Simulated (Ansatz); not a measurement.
**Computed properties of Sn**

Sn:
Space group I4₁/amd, origin choice 1 (No. 141); a = b = 5.8565 Å, c = 3.1353 Å, α = β = γ = 90.00°

```json
[
 {"atom": "Sn", "site": "4a", "symmetry": "-4m2", "x": "0.0000", "y": "0.0000", "z": "0.0000"}
]
```
(The calculation used a cell of 2 atoms; values per cell refer to that cell.)

Space group I4_1/amd (No. 141), β-Sn type; conventional cell a = b = 5.857 Å, c = 3.135 Å, α = β = γ = 90.00°.

Method: DFT-PBEsol in the program Ansatz with PAW potentials. The cell and atoms are relaxed at this level. Other levels are named where they apply.

Cell and energy:

| Property | Value |
|---|---|
| Volume per atom | 26.88 Å³ |
| Density | 7.33 g/cm³ |

Electronic structure:

| Item | Result |
|---|---|
| Electronic character | metallic (no gap) |
| Density of states at the Fermi level | 0.46 states/eV per atom (mean over ±0.08 eV) |

Symmetry was held in the PBEsol relaxation. Axis ratios of metals converge slowly with the k-mesh, so a and c are less sure than the volume. Scalar-relativistic: spin–orbit coupling is off unless named, which matters more the heavier the elements.

Potentials: the earlier of the program's two PAW sets. The files were generated under PBE; for other functionals the program regenerates the frozen cores, and for LDA and PBEsol the local potential too.
